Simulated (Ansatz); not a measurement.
F: reading a single point

```
CELL_PARAMETERS angstrom
1.25448 2.17282 0.00000
-1.25448 2.17282 0.00000
0.00000 0.00000 4.09681
ATOMIC_POSITIONS crystal
F 0.33333 0.33333 0.25000
F 0.66667 0.66667 0.75000
```

Method: r2SCAN, no spin polarisation; PAW, plane waves to 500 eV, 15×15×8 Γ-centred mesh, fermi-dirac occupations (width 0.1 eV) (Ansatz 0.2.0), atoms fixed.

- Electronic structure: It is a metal, with about 6.8 states/eV a cell as the mean within 0.25 eV of the Fermi level, mostly F p (100 %).
- Contacts: F–F at 2.51 Å: least valence density 0.10 e/Å³ and ELF 0.03 there. These are pseudo-fields; inside the PAW spheres they differ from the all-electron ones.
- Stress: The pressure is -7.4 GPa (compression positive), so with the atoms held at these fractions the cell would first shrink.

Origin: a known structure type with other elements, at an estimated volume, so it need not be a known compound. Caveats: many states at the Fermi level without spin polarisation, so a magnetic state may lie lower.
